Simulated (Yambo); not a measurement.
A G0W0@PBEsol run in Yambo for K3CoF6 (space group Fm-3m, No. 225) (2×2×2 Γ-centred k mesh, bands 5 to 303 and a 8 Ry block in the screening, 303 bands in G with the Bruneval-Gonze terminator, plasmon pole fitted at 27.2 eV) gives these matrix elements, in eV, at the band edges (X → X):

```csv
state,E0,<Vxc>,<Σx>,<Σc(E0)>,Z
valence edge,0.000,-29.193,-37.817,6.790,0.754
conduction edge,1.321,-28.251,-20.508,-4.551,0.768
```

Question: Solve the linearised quasiparticle equation for both states, give the gap, and say how exchange and correlation each act on it.

Answer: E = E0 + Z(Σx + Σc − Vxc). Valence: 0.000 + 0.754 × (-37.817 + (6.790) − (-29.193)) = -1.38 eV. Conduction: 1.321 + 0.768 × (-20.508 + (-4.551) − (-28.251)) = 3.77 eV. The gap is 5.16 eV, against 1.32 eV in PBEsol. Replacing Vxc by bare exchange alone would open it by 16.37 eV; correlation takes back 11.34 eV of that, and Z scales what is left. Nearest settings tried, and what they do to the gap: 3 Ry block (113 vectors against 459): +1002 meV. Not varied: bands in G, bands in W, mesh. So the settings aren't converged at that level. The k mesh is coarse. The 3d shell has no Hubbard U; the runs are without spin polarisation, and magnetic order was not tried.

Geometry of the Materials Project entry, not relaxed at this level; primitive cell a = 6.0481 Å, b = 6.0481 Å, c = 6.0481 Å, α = 60.00°, β = 60.00°, γ = 60.00°.

The structure is a Materials Project entry; no match was found in the copy of COD used, and its stability was not checked.
